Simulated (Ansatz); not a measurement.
SiC: computed property card

SiC:
```
SiC
1.0
    5.78741     0.00000     0.00000
    0.00000     3.12484     0.00000
    0.00000     0.00000     5.18329
Si C
4 4
Direct
  0.15934   0.25000   0.40434
  0.34066   0.75000   0.90434
  0.84066   0.75000   0.59566
  0.65934   0.25000   0.09566
  0.82350   0.25000   0.39684
  0.67650   0.75000   0.89684
  0.17650   0.75000   0.60316
  0.32350   0.25000   0.10316
```

Space group Pnma (No. 62); conventional cell a = 5.787 Å, b = 3.125 Å, c = 5.183 Å, α = β = γ = 90.00°.

Method: DFT-r²SCAN in the program Ansatz with PAW potentials. The cell and atoms are relaxed at this level. Other levels are named where they apply.

### Cell and energy

```json
{
 "volume_per_atom": "11.72 Å³",
 "density": "2.84 g/cm³",
 "Formation energy from the elements (no fitted shifts)": "-0.096 eV/atom"
}
```

### Electronic structure

```json
{
 "band_gap": "3.02 eV (indirect)",
 "valence_band_maximum": "off the standard path, at k = (0.138, -0.060, 0.000) in fractions of the reciprocal vectors",
 "conduction_band_minimum": "at U (k = 0.500, 0.000, 0.500 in fractions of the reciprocal vectors)",
 "smallest_direct_gap_on_the_standard_path": "3.56 eV",
 "hole_effective_mass": "0.54, 0.58, 1.6 mₑ (principal values)",
 "HSE06 gap on the r²SCAN cell": "3.59 eV"
}
```

### Mechanics

```json
{
 "Elastic constants (relaxed ions, GPa)": "C11 = 181, C22 = 446, C33 = 375, C12 = 76.0, C13 = 170, C23 = 103, C44 = 145, C55 = 157, C66 = 96.2",
 "mechanical_stability": "stable (all eigenvalues of C positive)",
 "hill_bulk_and_shear_moduli": "173 and 108 GPa",
 "Young's modulus": "269 GPa",
 "Poisson's ratio": "0.24",
 "debye_temperature_from_the_elastic_constants": "898 K"
}
```

### Charges

```json
{
  "bader_charges": "Si +2.89, C -2.89 e"
}
```

The start of the workflow was typed in or built on a structure type; neither database checked (COD, Materials Project) lists it. It is not the phase usual at ambient conditions (space group No. 186, 216). The r²SCAN relaxation kept the symmetry of its start; whether a distortion lowers the energy is not shown. The references are the lowest solids computed at this level, not always the standard phases.

Potentials: the later of the program's two PAW sets.
